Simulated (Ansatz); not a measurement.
# Ti (Im-3m), clamped-ion strain scan

Level of theory: DFT PBEsol, scalar-relativistic, plane waves, PAW (Ansatz). The runs took a 420 eV cutoff, a Γ-centred 20×20×20 mesh and Gaussian smearing (0.15 eV). No spin polarisation. Energies are free energies at this smearing, counted from the undisturbed cell; pressure is positive in compression.

The undisturbed cell (as given, not relaxed at this level; it stands at -6.7 GPa; this bcc form isn't the usual structure):

```
Ti
1.0
    -1.64100    1.64100    1.64100
     1.64100   -1.64100    1.64100
     1.64100    1.64100   -1.64100
Ti
1
Direct
  0.00000 0.00000 0.00000
```

The cell is strained by ε times the Voigt pattern (0, 0, 0, 0, 1, 0) (xx, yy, zz, yz, xz, xy; engineering shear) with fractional coordinates fixed. The cell is metallic on the mesh throughout.

| ε | ΔE (meV/atom) | stress summed along the pattern (GPa, tension positive) | pressure (GPa) |
| --- | --- | --- | --- |
| -0.0200 | 0.7 | -0.72 | -6.6 |
| -0.0100 | 0.2 | -0.36 | -6.6 |
| 0.0000 | 0.0 | 0.00 | -6.7 |
| 0.0025 | 0.0 | 0.09 | -6.7 |
| 0.0050 | 0.0 | 0.18 | -6.7 |
| 0.0075 | 0.1 | 0.27 | -6.7 |
| 0.0125 | 0.3 | 0.45 | -6.6 |
| 0.0150 | 0.4 | 0.54 | -6.6 |
| 0.0175 | 0.6 | 0.63 | -6.6 |

By symmetry 0.0200 repeats -0.0200, -0.0150 repeats 0.0150, 0.0100 repeats -0.0100, -0.0050 repeats 0.0050 in energy, with the opposite slope along the path.